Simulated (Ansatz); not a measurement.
## AlInSb₂: computed property card

AlInSb$_{2}$:
```
AlInSb2
1.0
    2.23994     1.29323     7.31276
   -2.23994     1.29323     7.31276
    0.00000    -2.58646     7.31276
Al In Sb
1 1 2
Direct
  0.99951   0.99951   0.99951
  0.50065   0.50065   0.50065
  0.12071   0.12071   0.12071
  0.62914   0.62914   0.62914
```

Space group R3m (No. 160); conventional cell a = b = 4.4799 Å, c = 21.9383 Å, α = β = 90.00°, γ = 120.00°.

Method: the program Ansatz at the PBEsol level (PAW). The cell and atoms are relaxed at this level. Other levels are named where they apply.

Cell and energy:

- Volume per atom = 31.77 Å³
- Density = 5.03 g/cm³
- Formation energy from the elements (no fitted shifts) = -82 meV/atom

Electronic structure:

* **Band gap**: 0.41 eV (direct)
* **Valence-band maximum**: at Γ
* **Conduction-band minimum**: at Γ
* **Electron effective mass**: 0.028, 0.028, 0.051 mₑ (principal values)
* **Electron effective mass with spin–orbit coupling**: 0.018, 0.018, 0.041 mₑ (principal values)
* **Weight of the conduction-edge state by species (Voronoi cells)**: Sb 40 %, Al 31 %, In 30 %
* **Hole effective mass, band 1 of 2 at the edge**: 0.46 along x, 0.83 along z (mₑ)
* **Hole effective mass, band 2 of 2 at the edge**: 0.026 along x, 0.83 along z (mₑ)
* **Hole effective mass with spin–orbit coupling**: 0.023, 0.023, 0.78 mₑ (principal values)
* **Weight of the valence-edge state by species (Voronoi cells)**: Sb 73 %, In 19 %, Al 8 %
* **HSE06 gap on the PBEsol cell**: 1.18 eV
* **Gap with spin–orbit coupling**: 0.18 eV

Mechanics:

- Bulk modulus (Birch–Murnaghan fit): 47.6 GPa
- Pressure derivative B′: 4.7
- Elastic constants (relaxed ions, GPa): C11 = 84.8, C12 = 31.5, C13 = 26.8, C14 = -6.9, C33 = 90.6, C44 = 21.7
- Mechanical stability: stable (all eigenvalues of C positive)
- Hill bulk and shear moduli: 47.8 and 24.5 GPa
- Young's modulus: 62.8 GPa
- Poisson's ratio: 0.28
- Debye temperature from the elastic constants: 231 K
- Piezoelectric stress constants (proper, relaxed ions, C/m²): e15 = e24 = 0.10, e16 = e21 = e33 = -0.12, e22 = 0.12

Dielectric response:

Electronic dielectric constant ε∞ (DFPT): 14.9 (xx = yy), 14.7 (zz)
Born charges (a third of the trace): Al +1.87, In +2.16, Sb -2.10 to -1.93 e

Phonons:

- Highest zone-centre frequency (without LO–TO term) = 306 cm^-1
- Zone-centre stability = no imaginary mode at Γ

The workflow started from a Materials Project entry (that database holds measured and hypothetical structures alike); the Crystallography Open Database copy checked does not list it. With Al and In taken as one species the cell has the higher symmetry F-43m, so it may be an ordered model of a mixed-site phase. Its standing as an ambient phase is unchecked. Symmetry was held in the PBEsol relaxation. The references are the lowest solids computed at this level, not always the standard phases. Scalar-relativistic: spin–orbit coupling is off unless named, which matters more the heavier the elements.

Potentials: the later of the program's two PAW sets.
